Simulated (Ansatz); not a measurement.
Input for Ansatz (plane-wave DFT, PAW):

```yaml
crystal:
  lattice:
    - [4.0058970043, 0.0, 0.0]
    - [0.0, 4.0058970043, 0.0]
    - [0.0, 0.0, 16.0260709595]
  atoms:
    - { symbol: Ba, position: [0.0, 0.0, 0.0] }
    - { symbol: Sr, position: [0.0, 0.0, 0.2523488341] }
    - { symbol: Sr, position: [0.0, 0.0, 0.5] }
    - { symbol: Sr, position: [0.0, 0.0, 0.7476511659] }
    - { symbol: Ti, position: [0.5, 0.5, 0.1290433524] }
    - { symbol: Ti, position: [0.5, 0.5, 0.3762518667] }
    - { symbol: Ti, position: [0.5, 0.5, 0.6237481333] }
    - { symbol: Ti, position: [0.5, 0.5, 0.8709566476] }
    - { symbol: O, position: [0.0, 0.5, 0.1304781134] }
    - { symbol: O, position: [0.0, 0.5, 0.3762807597] }
    - { symbol: O, position: [0.0, 0.5, 0.6237192403] }
    - { symbol: O, position: [0.0, 0.5, 0.8695218866] }
    - { symbol: O, position: [0.5, 0.5, 0.0] }
    - { symbol: O, position: [0.5, 0.5, 0.2522981064] }
    - { symbol: O, position: [0.5, 0.5, 0.5] }
    - { symbol: O, position: [0.5, 0.5, 0.7477018936] }
    - { symbol: O, position: [0.5, 0.0, 0.1304781134] }
    - { symbol: O, position: [0.5, 0.0, 0.3762807597] }
    - { symbol: O, position: [0.5, 0.0, 0.6237192403] }
    - { symbol: O, position: [0.5, 0.0, 0.8695218866] }
basis:
  ecutwfc: 500
kpoints:
  mp_grid: { grid: [8, 8, 2] }
hamiltonian:
  xc: r2scan
scf:
  occupations: { method: gaussian, width: 0.02 }
output:
  forces: true
  stress: true
  eigenvalues: true
relax:
  adjacent_minimum: "off"
  f_tol: 0.01
  max_steps: 30
  cell: { stress_tol: 0.1, fix: [volume] }
```

Command:
```bash
ansatz run input.yaml --threads 4 --pin off --max-ram 10240MiB --backend cpu --events-out ev --progress --plain --runs-dir out
```

Computed with DFT r2SCAN, scalar-relativistic, plane waves, PAW (Ansatz).

From the run's log, abridged:

```
Pseudopotentials: kind: paw
Pseudopotential: Ba, paw, valence charge 10, recommended cutoff 500 eV (meta_gga)
Pseudopotential: Sr, paw, valence charge 10, recommended cutoff 500 eV (meta_gga)
Pseudopotential: Ti, paw, valence charge 12, recommended cutoff 500 eV (meta_gga)
Pseudopotential: O, paw, valence charge 6, recommended cutoff 500 eV (meta_gga)
Functional definition: r2SCAN
Crystal: 20 atoms, lattice volume = 257.174 Å³
Basis set: ecut = 500 eV, 6579 PW (Γ), exchange–correlation on 120×120×480 points (64 copies of the dense FFT grid, shifted against one another)
Bands: 100, of which v1, the nominal top of the filled ones, is band 80 counted from 1 (79 counted from 0)
Symmetry: 16 space group operations
Space group: P4/mmm (ITA 123), of the structure as read, at distance tolerance 6.4e-5 Å
k-points: 30 of 128
Initial density: superposition of atomic densities (neutral atoms: chi_scale 0, normalization atom), corrected by the library's trained network
Initial wavefunctions: pseudopotential atomic-orbital guess
Functional: x = r2scan, c = r2scan; τ floored in thin density (d = 2e-4 eV/Å³)
SCF iter   1: F=—  HF=-33507.165775 eV  |F-HF|=—  |Δ(HF+E_count)|=         —  Δρ=2.09e-2  dr2=1.44e0  dr2_τ=8.97e-1  ethr=1.77e-3  ⟨swp⟩=6.9  Hψ=13193  notcnv=0  defer=36
SCF iter   2: F=—  HF=-33507.508693 eV  |F-HF|=—  |Δ(HF+E_count)|=   3.43e-1  Δρ=1.08e-2  dr2=1.74e-1  dr2_τ=7.67e-2  ethr=9.01e-4  ⟨swp⟩=3.2  Hψ=5728  notcnv=0  defer=393
SCF iter   3: F=—  HF=-33507.486521 eV  |F-HF|=—  |Δ(HF+E_count)|=   2.22e-2  Δρ=3.55e-3  dr2=2.12e-2  dr2_τ=1.68e-3  ethr=1.09e-4  ⟨swp⟩=2.9  Hψ=4429  notcnv=0  defer=393
SCF iter   4: F=—  HF=-33507.484832 eV  |F-HF|=—  |Δ(HF+E_count)|=   1.69e-3  Δρ=1.48e-3  dr2=4.15e-3  dr2_τ=6.36e-4  ethr=1.32e-5  ⟨swp⟩=2.9  Hψ=4504  notcnv=0  defer=393
SCF iter   5: F=—  HF=-33507.484353 eV  |F-HF|=—  |Δ(HF+E_count)|=   4.79e-4  Δρ=4.76e-4  dr2=5.20e-4  dr2_τ=6.20e-5  ethr=2.59e-6  ⟨swp⟩=2.3  Hψ=4360  notcnv=0  defer=393
SCF iter   6: F=—  HF=-33507.484299 eV  |F-HF|=—  |Δ(HF+E_count)|=   5.43e-5  Δρ=1.44e-4  dr2=3.95e-5  dr2_τ=5.96e-6  ethr=3.25e-7  ⟨swp⟩=2.0  Hψ=4011  notcnv=0  defer=393
SCF iter   7: F=—  HF=-33507.484174 eV  |F-HF|=—  |Δ(HF+E_count)|=   1.25e-4  Δρ=4.92e-5  dr2=5.48e-6  dr2_τ=5.95e-7  ethr=2.47e-8  ⟨swp⟩=2.0  Hψ=4770  notcnv=0  defer=393
SCF iter   8: F=—  HF=-33507.484175 eV  |F-HF|=—  |Δ(HF+E_count)|=   7.34e-7  Δρ=2.22e-5  dr2=1.13e-6  dr2_τ=1.81e-7  ethr=3.42e-9  ⟨swp⟩=2.0  Hψ=4322  notcnv=0  defer=393
SCF iter   9: F=—  HF=-33507.484175 eV  |F-HF|=—  |Δ(HF+E_count)|=   8.36e-9  Δρ=8.11e-6  dr2=1.83e-7  dr2_τ=1.43e-8  ethr=7.04e-10  ⟨swp⟩=2.0  Hψ=4164  notcnv=0  defer=393
SCF iter  10: F=-33507.484175 eV  HF=-33507.484175 eV  |F-HF|=2.14e-9  |Δ(HF+E_count)|=   2.53e-9  Δρ=1.62e-6  dr2=6.05e-9  dr2_τ=5.01e-10  ethr=6.25e-11  ⟨swp⟩=12.2  Hψ=14938  notcnv=0
SCF 1 converged in 10 iterations: F = -33507.484175 eV  dr2 = 6.05e-9
relax step   1: F+E_penalty+E_count = -33507.48417481 eV  Δ(F+E_penalty+E_count) = +0.000e0 eV  max|allowed force component| = 6.499e-2 eV/Å  Δτ_max = 0.0000 Å  P = -9.564 GPa  Ω = 257.174 Å³  fix = [volume]  reactions: volume -9.564 GPa (10 SCF iters, dr2 threshold 1.00e-7 eV, accepted)
Initial density: handed on by an earlier stage of this run
Initial wavefunctions: those handed on with the density
SCF iter   1: F=—  HF=-33507.483235 eV  |F-HF|=—  |Δ(HF+E_count)|=         —  Δρ=3.79e-4  dr2=8.96e-4  dr2_τ=3.84e-3  ethr=5.22e-7  ⟨swp⟩=3.9  Hψ=10812  notcnv=0  defer=8
SCF iter   2: F=—  HF=-33507.484336 eV  |F-HF|=—  |Δ(HF+E_count)|=   1.10e-3  Δρ=1.91e-4  dr2=1.76e-4  dr2_τ=7.81e-6  ethr=5.22e-7  ⟨swp⟩=2.6  Hψ=5003  notcnv=0  defer=4
SCF iter   3: F=—  HF=-33507.484145 eV  |F-HF|=—  |Δ(HF+E_count)|=   1.91e-4  Δρ=6.58e-5  dr2=1.63e-5  dr2_τ=2.07e-6  ethr=1.10e-7  ⟨swp⟩=2.8  Hψ=4795  notcnv=0  defer=1
SCF iter   4: F=—  HF=-33507.484145 eV  |F-HF|=—  |Δ(HF+E_count)|=   4.74e-8  Δρ=4.03e-5  dr2=4.02e-6  dr2_τ=5.30e-7  ethr=1.02e-8  ⟨swp⟩=2.0  Hψ=4582  notcnv=0  defer=1
SCF iter   5: F=—  HF=-33507.484145 eV  |F-HF|=—  |Δ(HF+E_count)|=   1.81e-7  Δρ=1.87e-5  dr2=9.43e-7  dr2_τ=1.02e-7  ethr=2.51e-9  ⟨swp⟩=2.0  Hψ=4720  notcnv=0  defer=1
SCF iter   6: F=-33507.484145 eV  HF=-33507.484145 eV  |F-HF|=4.63e-8  |Δ(HF+E_count)|=   5.48e-8  Δρ=6.38e-6  dr2=1.04e-7  dr2_τ=1.07e-8  ethr=1.65e-10  ⟨swp⟩=10.8  Hψ=14527  notcnv=0
SCF 2 converged in 6 iterations: F = -33507.484145 eV  dr2 = 1.04e-7
relax step   2: F+E_penalty+E_count = -33507.48414473 eV  Δ(F+E_penalty+E_count) = +3.008e-5 eV  max|allowed force component| = 5.677e-2 eV/Å  Δτ_max = 0.0067 Å  P = -9.555 GPa  Ω = 257.174 Å³  energy of the carried Pulay correction = -6.871e-17 eV  fix = [volume]  (6 SCF iters, dr2 threshold 2.64e-7 eV, rejected (line search))
SCF iter   1: F=—  HF=-33507.483942 eV  |F-HF|=—  |Δ(HF+E_count)|=         —  Δρ=2.90e-4  dr2=2.14e-4  dr2_τ=2.79e-3  ethr=1.16e-7  ⟨swp⟩=3.8  Hψ=11730  notcnv=0  defer=7
SCF iter   2: F=—  HF=-33507.484590 eV  |F-HF|=—  |Δ(HF+E_count)|=   6.49e-4  Δρ=1.53e-4  dr2=5.49e-5  dr2_τ=4.27e-6  ethr=1.16e-7  ⟨swp⟩=2.1  Hψ=5260  notcnv=0
SCF iter   3: F=—  HF=-33507.484574 eV  |F-HF|=—  |Δ(HF+E_count)|=   1.69e-5  Δρ=8.29e-5  dr2=1.71e-5  dr2_τ=2.55e-6  ethr=3.43e-8  ⟨swp⟩=2.0  Hψ=4641  notcnv=0
SCF iter   4: F=—  HF=-33507.484572 eV  |F-HF|=—  |Δ(HF+E_count)|=   1.24e-6  Δρ=2.40e-5  dr2=1.34e-6  dr2_τ=2.00e-7  ethr=1.07e-8  ⟨swp⟩=2.0  Hψ=4282  notcnv=0
SCF iter   5: F=—  HF=-33507.484429 eV  |F-HF|=—  |Δ(HF+E_count)|=   1.43e-4  Δρ=1.12e-5  dr2=2.48e-7  dr2_τ=3.11e-8  ethr=8.36e-10  ⟨swp⟩=2.0  Hψ=4786  notcnv=0
SCF iter   6: F=—  HF=-33507.484430 eV  |F-HF|=—  |Δ(HF+E_count)|=   7.71e-8  Δρ=6.79e-6  dr2=1.10e-7  dr2_τ=1.54e-8  ethr=1.55e-10  ⟨swp⟩=2.0  Hψ=4767  notcnv=0
SCF iter   7: F=—  HF=-33507.484430 eV  |F-HF|=—  |Δ(HF+E_count)|=   1.43e-8  Δρ=1.44e-6  dr2=5.60e-9  dr2_τ=5.94e-10  ethr=6.90e-11  ⟨swp⟩=2.0  Hψ=4557  notcnv=0
SCF iter   8: F=—  HF=-33507.484430 eV  |F-HF|=—  |Δ(HF+E_count)|=  9.46e-10  Δρ=7.98e-7  dr2=1.67e-9  dr2_τ=1.72e-10  ethr=3.50e-12  ⟨swp⟩=2.0  Hψ=4473  notcnv=0
SCF iter   9: F=-33507.484430 eV  HF=-33507.484430 eV  |F-HF|=3.42e-10  |Δ(HF+E_count)|=  7.28e-11  Δρ=4.23e-7  dr2=5.03e-10  dr2_τ=5.84e-11  ethr=1.00e-12  ⟨swp⟩=8.6  Hψ=12459  notcnv=0
SCF 3 converged in 9 iterations: F = -33507.484430 eV  dr2 = 5.03e-10
relax step   3: F+E_penalty+E_count = -33507.48442953 eV  Δ(F+E_penalty+E_count) = -2.547e-4 eV  max|allowed force component| = 1.220e-2 eV/Å  Δτ_max = 0.0033 Å  P = -9.554 GPa  Ω = 257.174 Å³  energy of the carried Pulay correction = +3.436e-17 eV  fix = [volume]  reactions: volume -9.554 GPa (9 SCF iters, accepted)
SCF iter   1: F=—  HF=-33507.484481 eV  |F-HF|=—  |Δ(HF+E_count)|=         —  Δρ=1.02e-4  dr2=1.78e-5  dr2_τ=4.28e-4  ethr=1.14e-8  ⟨swp⟩=2.1  Hψ=9940  notcnv=0
SCF iter   2: F=—  HF=-33507.484569 eV  |F-HF|=—  |Δ(HF+E_count)|=   8.80e-5  Δρ=5.55e-5  dr2=4.88e-6  dr2_τ=4.15e-7  ethr=1.11e-8  ⟨swp⟩=2.0  Hψ=5398  notcnv=0
SCF iter   3: F=—  HF=-33507.484444 eV  |F-HF|=—  |Δ(HF+E_count)|=   1.25e-4  Δρ=2.64e-5  dr2=1.71e-6  dr2_τ=2.23e-7  ethr=3.05e-9  ⟨swp⟩=2.0  Hψ=5032  notcnv=0
SCF iter   4: F=—  HF=-33507.484444 eV  |F-HF|=—  |Δ(HF+E_count)|=   5.03e-8  Δρ=9.56e-6  dr2=1.96e-7  dr2_τ=3.47e-8  ethr=1.07e-9  ⟨swp⟩=2.0  Hψ=4528  notcnv=0
SCF iter   5: F=—  HF=-33507.484444 eV  |F-HF|=—  |Δ(HF+E_count)|=   4.46e-8  Δρ=3.74e-6  dr2=3.14e-8  dr2_τ=3.11e-9  ethr=1.22e-10  ⟨swp⟩=2.0  Hψ=4307  notcnv=0
SCF iter   6: F=—  HF=-33507.484444 eV  |F-HF|=—  |Δ(HF+E_count)|=   1.18e-8  Δρ=2.22e-6  dr2=1.20e-8  dr2_τ=1.57e-9  ethr=5.81e-12  ⟨swp⟩=8.1  Hψ=11865  notcnv=0
SCF iter   7: F=-33507.484444 eV  HF=-33507.484444 eV  |F-HF|=1.53e-10  |Δ(HF+E_count)|=  2.18e-10  Δρ=3.83e-7  dr2=3.63e-10  dr2_τ=3.72e-11  ethr=5.81e-12  ⟨swp⟩=4.1  Hψ=9196  notcnv=0
SCF 4 converged in 7 iterations: F = -33507.484444 eV  dr2 = 3.63e-10
relax step   4: F+E_penalty+E_count = -33507.48444387 eV  Δ(F+E_penalty+E_count) = -1.434e-5 eV  max|allowed force component| = 1.293e-3 eV/Å  Δτ_max = 0.0012 Å  P = -9.551 GPa  Ω = 257.174 Å³  fix = [volume]  reactions: volume -9.551 GPa (7 SCF iters, dr2 threshold 9.30e-9 eV, accepted)
Initial wavefunctions: pseudopotential atomic-orbital guess (no wavefunctions were taken with the density)
SCF iter   1: F=—  HF=-33507.484543 eV  |F-HF|=—  |Δ(HF+E_count)|=         —  Δρ=2.33e-6  dr2=1.07e-8  dr2_τ=2.23e-9  ethr=2.83e-7  ⟨swp⟩=4.5  Hψ=22129  notcnv=0
SCF iter   2: F=—  HF=-33507.484412 eV  |F-HF|=—  |Δ(HF+E_count)|=   1.31e-4  Δρ=2.13e-6  dr2=8.48e-9  dr2_τ=1.68e-9  ethr=6.67e-12  ⟨swp⟩=4.1  Hψ=9870  notcnv=0
SCF iter   3: F=—  HF=-33507.484412 eV  |F-HF|=—  |Δ(HF+E_count)|=   1.51e-9  Δρ=9.33e-7  dr2=1.35e-9  dr2_τ=1.66e-10  ethr=5.30e-12  ⟨swp⟩=2.2  Hψ=4000  notcnv=0
SCF iter   4: F=-33507.484412 eV  HF=-33507.484412 eV  |F-HF|=2.26e-10  |Δ(HF+E_count)|=  2.04e-10  Δρ=4.94e-7  dr2=4.04e-10  dr2_τ=4.91e-11  ethr=1.00e-12  ⟨swp⟩=6.6  Hψ=12196  notcnv=0
SCF 5 converged in 4 iterations: F = -33507.484412 eV  dr2 = 4.04e-10
SCF converged after 4 iterations
Free energy (F): -33507.484412 eV
Harris-Foulkes:  -33507.484412 eV  (|F-HF|=2.26e-10)
Internal energy: -33507.484412 eV  (E = F + TS)
E sigma→0 (E₀):  -33507.484412 eV
Fermi energy:    10.013601 eV
--- Per-component energies (eV) ---
  E_band       = -1025.770428
  E_kinetic    = 4102.210209
  E_local      = -9570.167341  (includes V_loc(G=0)·N_el)
  E_nonlocal   = 1230.683876
  E_hartree    = 3426.733585
  E_xc         = -1913.111879
  E_vxc        = -2497.954857  (∫ρ·V_xc dr)
  E_paw        = -19529.063431  (= ΣΔE_a)
  E_vpaw       = -1298.507211  (= ΣTr[D̂ρ^β])
  E_aug_tail   = 0.012384  (compensation charges beyond the density's cutoff)
  E_vtau       = 154.486702  (kinetic-family band-sum trace: ∫τ·v_τ [+ j·A + Jᵃ·Aᵃ] dr)
  E_ewald      = -11253.017001
  E_core_change = -1.764813  (= ΣΔE_core)
  E_smearing   =  0.000000  (= −TS)
--- Forces (eV/Å), atoms counted from 1 ---
  atom   1  Ba     0.00000000     0.00000000     0.00000000
  atom   2  Sr     0.00000000     0.00000000    -0.00053096
  atom   3  Sr     0.00000000     0.00000000     0.00000000
  atom   4  Sr     0.00000000     0.00000000     0.00053096
  atom   5  Ti     0.00000000     0.00000000     0.00001561
  atom   6  Ti     0.00000000     0.00000000     0.00026213
  atom   7  Ti     0.00000000     0.00000000    -0.00026213
  atom   8  Ti     0.00000000     0.00000000    -0.00001561
  atom   9  O      0.00000000     0.00000000     0.00011202
  atom  10  O      0.00000000     0.00000000     0.00003826
  atom  11  O      0.00000000     0.00000000    -0.00003826
  atom  12  O      0.00000000     0.00000000    -0.00011202
  atom  13  O      0.00000000     0.00000000     0.00000000
  atom  14  O      0.00000000     0.00000000    -0.00129398
  atom  15  O      0.00000000     0.00000000     0.00000000
  atom  16  O      0.00000000     0.00000000     0.00129398
  atom  17  O      0.00000000     0.00000000     0.00011202
  atom  18  O      0.00000000     0.00000000     0.00003826
  atom  19  O      0.00000000     0.00000000    -0.00003826
  atom  20  O      0.00000000     0.00000000    -0.00011202
--- Stress (GPa, compression-positive) ---
       -9.550823       0.000000       0.000000
        0.000000      -9.550823       0.000000
        0.000000       0.000000      -9.551108
  P = ⅓ Tr σ = -9.5509 GPa (-95.509 kbar)
--- Band table (eV; the first three rows and the last of 30) ---
  k-point 0: bands = ["-50.0492", "-50.0489", "-50.0175", "-50.0169", "-25.2404", "-25.2135", "-25.1994", "-25.1786", "-25.1786", "-25.1780", "-25.1780", "-25.1659", "-25.1492", "-25.1492", "-25.1481", "-25.1481", "-24.9584", "-24.9046", "-24.9020", "-16.5197", "-9.2557", "-9.2037", "-9.1490", "-9.0761", "-8.3171", "-8.2787", "-8.2757", "-8.2669", "-8.2617", "-8.2479", "-8.1864", "-7.9149", "-6.3224", "-6.3224", "-6.2708", "-6.2708", "-6.2671", "-6.2671", "-6.2292", "-6.0388", "-5.9342", "-1.2245", "-1.2245", "-1.2154", "4.7603", "5.4380", "5.6554", "6.1255", "6.1255", "6.1366", "6.1366", "6.2185", "6.2185", "6.3062", "6.3062", "6.3132", "6.7242", "6.8909", "6.8909", "7.1695", "7.2674", "7.2 ...
  k-point 1: bands = ["-50.0492", "-50.0489", "-50.0175", "-50.0169", "-25.2350", "-25.2264", "-25.1879", "-25.1786", "-25.1786", "-25.1780", "-25.1780", "-25.1700", "-25.1492", "-25.1492", "-25.1480", "-25.1480", "-24.9584", "-24.9050", "-24.9017", "-16.5197", "-9.2447", "-9.2081", "-9.1641", "-9.0677", "-8.3273", "-8.2803", "-8.2747", "-8.2746", "-8.2562", "-8.2498", "-8.1621", "-7.9245", "-6.3224", "-6.3224", "-6.2708", "-6.2708", "-6.2671", "-6.2671", "-6.2238", "-6.0500", "-5.9280", "-1.2245", "-1.2245", "-1.2154", "4.8900", "5.1056", "5.9626", "6.1249", "6.1249", "6.1628", "6.1628", "6.1665", "6.1665", "6.2071", "6.3452", "6.3452", "6.8623", "6.8785", "6.8785", "6.9643", "7.1813", "7.1 ...
  k-point 2: bands = ["-50.0490", "-50.0488", "-50.0173", "-50.0168", "-25.2377", "-25.2121", "-25.1985", "-25.1875", "-25.1865", "-25.1783", "-25.1777", "-25.1656", "-25.1603", "-25.1567", "-25.1489", "-25.1478", "-24.9542", "-24.9023", "-24.9008", "-16.5057", "-9.1858", "-9.1842", "-9.1065", "-9.0421", "-8.3147", "-8.2977", "-8.2768", "-8.2569", "-8.2547", "-8.2339", "-8.2094", "-7.9485", "-6.3170", "-6.2722", "-6.2652", "-6.2614", "-6.2522", "-6.2192", "-6.2003", "-6.0491", "-5.9581", "-1.2290", "-1.2195", "-1.1991", "4.7518", "5.4142", "5.5728", "5.9188", "5.9584", "5.9803", "6.0839", "6.1281", "6.1362", "6.2336", "6.2595", "6.3014", "6.3126", "6.7590", "6.8312", "6.8455", "7.0712", "7.1 ...
  k-point 29: bands = ["-50.0474", "-50.0472", "-50.0157", "-50.0152", "-25.2300", "-25.2300", "-25.2292", "-25.2292", "-25.2118", "-25.2113", "-25.2008", "-25.2008", "-25.1994", "-25.1994", "-25.1785", "-25.1642", "-24.9412", "-24.8889", "-24.8885", "-16.3527", "-8.5994", "-8.4713", "-8.3184", "-8.3184", "-8.2457", "-8.2457", "-8.1694", "-8.0940", "-8.0940", "-8.0452", "-8.0452", "-7.9994", "-6.4773", "-6.4210", "-6.4210", "-6.3526", "-6.2665", "-6.2298", "-6.2298", "-6.0935", "-6.0935", "-1.7404", "-1.7404", "-1.4847", "4.5065", "4.5088", "4.5720", "4.5758", "4.8328", "4.8850", "4.9488", "4.9521", "4.9617", "4.9684", "5.0500", "5.2539", "5.3629", "5.4460", "5.4460", "5.7293", "5.7758", "5. ...
--- Relaxed structure (4 steps of the walk, 3 accepted, 1 SCFs on fresh bases) ---
  F+E_penalty+E_count = -33507.48441178 eV   max|allowed force component| = 1.294e-3 eV/Å   (the final SCF, on the basis selected at the relaxed cell)
  cell:  # Å, volume = 257.1737 Å³
    - [4.00562196, 0.0, 0.0]
    - [0.0, 4.00562196, 0.0]
    - [0.0, 0.0, 16.02827183]
  atoms:
    - { symbol: Ba, position: [0.0, 0.0, 0.0] }
    - { symbol: Sr, position: [0.0, 0.0, 0.25225276] }
    - { symbol: Sr, position: [0.0, 0.0, 0.5] }
    - { symbol: Sr, position: [0.0, 0.0, 0.74774723] }
    - { symbol: Ti, position: [0.49999999, 0.49999999, 0.12932268] }
    - { symbol: Ti, position: [0.49999999, 0.49999999, 0.37633399] }
    - { symbol: Ti, position: [0.49999999, 0.49999999, 0.62366600] }
    - { symbol: Ti, position: [0.49999999, 0.49999999, 0.87067731] }
    - { symbol: O, position: [0.0, 0.49999999, 0.13061216] }
    - { symbol: O, position: [0.0, 0.49999999, 0.37633295] }
    - { symbol: O, position: [0.0, 0.49999999, 0.62366704] }
    - { symbol: O, position: [0.0, 0.49999999, 0.86938783] }
    - { symbol: O, position: [0.49999999, 0.49999999, 0.0] }
    - { symbol: O, position: [0.49999999, 0.49999999, 0.25239485] }
    - { symbol: O, position: [0.49999999, 0.49999999, 0.5] }
    - { symbol: O, position: [0.49999999, 0.49999999, 0.74760514] }
    - { symbol: O, position: [0.49999999, 0.0, 0.13061216] }
    - { symbol: O, position: [0.49999999, 0.0, 0.37633295] }
    - { symbol: O, position: [0.49999999, 0.0, 0.62366704] }
    - { symbol: O, position: [0.49999999, 0.0, 0.86938783] }
```

The relaxation met its thresholds.

It took 4 min on 4 threads of Intel(R) Xeon(R) Processor @ 2.50GHz (Skylake/Cascade Lake), with other jobs on the host, peak memory 1.9 GiB.